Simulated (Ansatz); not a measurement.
Property card for Rh

Rh:
```cif
data_Rh2
_chemical_formula_sum 'Rh2'
_space_group_name_H-M_alt 'Im-3m'
_space_group_IT_number 229
_space_group_name_Hall '-I 4 2 3'
_cell_length_a 3.04422
_cell_length_b 3.04422
_cell_length_c 3.04422
_cell_angle_alpha 90.000
_cell_angle_beta 90.000
_cell_angle_gamma 90.000
loop_
_atom_site_label
_atom_site_type_symbol
_atom_site_symmetry_multiplicity
_atom_site_Wyckoff_symbol
_atom_site_fract_x
_atom_site_fract_y
_atom_site_fract_z
_atom_site_occupancy
Rh1 Rh 2 a 0.00000 0.00000 0.00000 1
```
(The calculation used a cell of 1 atom; values per cell refer to that cell.)

Space group Im-3m (No. 229), bcc (W type); conventional cell a = 3.044 Å, b = 3.044 Å, c = 3.044 Å, α = 90.00°, β = 90.00°, γ = 90.00°.

Method: r²SCAN (plane waves, PAW; program Ansatz). Geometry: relaxed at this level of theory. Other levels are named where they apply.

**Cell and energy**

| Property | Result |
|---|---|
| Volume per atom | 14.11 Å³ |
| Density | 12.11 g/cm³ |

**Electronic structure**

| Quantity | Result |
|---|---|
| Electronic character | metallic (no gap) |
| Density of states at the Fermi level | 2.5 states/eV per atom (mean over ±0.08 eV) |
| Gap with spin–orbit coupling | none (metallic) |

**Mechanics**

| Item | Value |
|---|---|
| Bulk modulus (Birch–Murnaghan fit) | 256 GPa |
| Pressure derivative B′ | 5.1 |
| Elastic constants (relaxed ions, GPa) | C11 = 51.5, C12 = 359, C44 = 157 |
| Mechanical stability | unstable (C has a negative eigenvalue) |

The start of the workflow was typed in or built on a structure type; the Crystallography Open Database copy checked does not list it. It is not the phase usual at ambient conditions (space group No. 225). Symmetry was held in the r²SCAN relaxation. No spin polarisation was allowed. As this level gives no gap, shear constants depend on the k-mesh and smearing (Fermi–Dirac, 0.1 eV here). On the denser mesh and wider smearing of the elastic run this cell carries a stress of 0.4 GPa. Scalar-relativistic: spin–orbit coupling is off unless named, which matters more the heavier the elements.

Potentials: the later of the program's two PAW sets.
